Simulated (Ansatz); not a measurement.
ZrB2:
```
ZrB2
1.0
    3.08109     0.00000     0.00000
   -1.54055     2.66831     0.00000
    0.00000     0.00000     8.53853
Zr B
2 4
Cartesian
  1.54055   0.88944   6.40390
  0.00000   1.77887   2.13463
  1.54055   0.88944   4.03939
  0.00000   1.77887   4.49914
  0.00000   1.77887   8.30866
  1.54055   0.88944   0.22987
```

Relaxed with r²SCAN. Special points in fractions of this cell's reciprocal vectors: Γ (0.000, 0.000, 0.000); M (0.500, 0.000, 0.000); K (0.333, 0.333, 0.000); A (0.000, 0.000, 0.500); L (0.500, 0.000, 0.500); H (0.333, 0.333, 0.500).

**Question.** List the band energies nearest the Fermi level at these points for DFT-r²SCAN in the program Ansatz with PAW potentials.

**Answer.** In eV from the Fermi level; about four levels below and three above (degenerate sets whole), none deeper than 8.9 eV; points with the same levels are listed once.

```tsv
k	below	above
Γ	-6.21 -3.42 -2.52 -1.54	0.36 0.36 0.37 0.37
M	-1.57 -1.19 -1.02 -0.53	0.50 2.92 5.10
K	-2.02 -2.02 -0.81 -0.81	0.22 0.45 1.37
A	-4.91 -4.91 -1.85 -1.85	0.32 0.32 0.32 0.32
L	-2.09 -2.09 -1.66 -1.66	0.79 0.79 4.41 4.41
H	-2.02 -2.02 -1.23 -1.23	0.38 0.38 2.72 2.72
```

Space group P6_3/mmc. The start of the workflow was typed in or built on a structure type; neither database checked (COD, Materials Project) lists it. It is not the phase usual at ambient conditions (space group No. 191). The cell was relaxed with r²SCAN under the symmetry of its start; its stability against distortions is not shown here. No spin polarisation was allowed. Spin–orbit coupling is left out wherever it is not named.

Potentials: the earlier of the program's two PAW sets.
